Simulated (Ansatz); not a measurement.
# Computed properties of BeAu

BeAu:
```
BeAu
1.0
    4.68592     0.00000     0.00000
    0.00000     4.68592     0.00000
    0.00000     0.00000     4.68592
Au Be
4 4
Direct
  0.15383   0.15383   0.15383
  0.34617   0.84617   0.65383
  0.65383   0.34617   0.84617
  0.84617   0.65383   0.34617
  0.84586   0.84586   0.84586
  0.65414   0.15414   0.34586
  0.34586   0.65414   0.15414
  0.15414   0.34586   0.65414
```

Space group P2_13 (No. 198); conventional cell a = b = c = 4.686 Å, α = β = γ = 90.00°.

Method: the program Ansatz at the r²SCAN level (PAW). The cell and atoms are relaxed at this level. Other levels are named where they apply.

### Cell and energy

- Volume per atom: 12.86 Å³
- Density: 13.30 g/cm³
- Formation energy from the elements (no fitted shifts): -0.14 eV/atom

### Electronic structure

- Electronic character = metallic (no gap)
- Density of states at the Fermi level = 0.24 states/eV per atom (mean over ±0.08 eV)
- Gap with spin–orbit coupling = none (metallic)

### Mechanics

* **Bulk modulus (Birch–Murnaghan fit)**: 160 GPa
* **Pressure derivative B′**: 4.8

### Charges

Bader charges: Au -1.57, Be +1.57 e

The workflow started from an entry of the Crystallography Open Database (COD). Its standing as an ambient phase is unchecked. Symmetry was held in the r²SCAN relaxation; whether a distortion lowers the energy is not shown. The references are the lowest solids computed at this level, not always the standard phases. Spin–orbit coupling is left out wherever it is not named.

Potentials: the later of the program's two PAW sets.
